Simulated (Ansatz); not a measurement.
KAu₅:
```yaml
crystal:
  lattice:
    - [5.67096, 0.00000, 0.00000]
    - [-2.83548, 4.91119, 0.00000]
    - [0.00000, 0.00000, 4.47785]
  atoms:
    - { symbol: Au, position: [0.50000, 0.00000, 0.50000] }
    - { symbol: Au, position: [0.50000, 0.50000, 0.50000] }
    - { symbol: Au, position: [0.00000, 0.50000, 0.50000] }
    - { symbol: Au, position: [0.33333, 0.66667, 0.00000] }
    - { symbol: Au, position: [0.66667, 0.33333, 0.00000] }
    - { symbol: K, position: [0.00000, 0.00000, 0.00000] }
```

Relaxed with PBEsol. Special points in fractions of this cell's reciprocal vectors: Γ (0.000, 0.000, 0.000); M (0.500, 0.000, 0.000); K (0.333, 0.333, 0.000); A (0.000, 0.000, 0.500); L (0.500, 0.000, 0.500); H (0.333, 0.333, 0.500).

**Question.** List the band energies nearest the Fermi level at these points for PBEsol in the plane-wave PAW code Ansatz.

**Answer.** In eV from the Fermi level; about four levels below and three above (degenerate sets whole), none deeper than 8.9 eV; points with the same levels are listed once.

```
k                    below                above
-  -----------------------  -------------------
Γ  -1.74 -1.55 -1.55 -0.94       0.79 1.28 1.28
M  -2.97 -2.89 -2.85 -1.56       0.19 0.23 3.01
K  -2.73 -2.73 -1.98 -1.57       3.10 3.10 3.82
A  -1.74 -1.69 -1.69 -0.29  1.22 1.22 2.20 2.20
L  -1.97 -1.79 -1.72 -0.68       1.70 2.08 2.31
H  -2.18 -2.18 -1.05 -1.05  0.91 0.91 5.54 5.54
```

Space group P6/mmm. The workflow started from an entry of the Crystallography Open Database (COD). Whether it is the stable phase at ambient conditions was not checked. Symmetry was held in the PBEsol relaxation; its stability against distortions is not shown here. Spin–orbit coupling is left out wherever it is not named.

Potentials: the later of the program's two PAW sets.
